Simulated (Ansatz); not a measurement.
GePd:
Space group Fm-3m (No. 225); a = b = c = 5.1662 Å, α = β = γ = 90.00°

```tsv
atom	site	symmetry	x	y	z
Ge	4a	m-3m	0.0000	0.0000	0.0000
Pd	4b	m-3m	0.5000	0.5000	0.5000
```
(The calculation used a cell of 2 atoms; values per cell refer to that cell.)

This is the r²SCAN-relaxed structure.

### Question
All from the program Ansatz at the r²SCAN level (PAW), unless another level is named. Give the electronic character.

### Answer
metallic (no gap).

### Question
Predict the formation energy from the elements (no fitted shifts).

### Answer
-0.061 eV/atom.

### Question
Next, the density of states at the Fermi level?

### Answer
0.52 states/eV per atom (mean over ±0.08 eV).

The cell is a constructed one: a structure type filled with these elements; neither database checked (COD, Materials Project) lists it. COD files the formula under space group No. 62, so this cell is another polymorph or a model. Whether it is the stable phase at ambient conditions was not checked. Symmetry was held in the r²SCAN relaxation. At this level the phase is mechanically unstable. The run is not spin-polarised. The references are the lowest solids computed at this level, not always the standard phases. Scalar-relativistic: spin–orbit coupling is off unless named, which matters more the heavier the elements.

Potentials: the later of the program's two PAW sets.
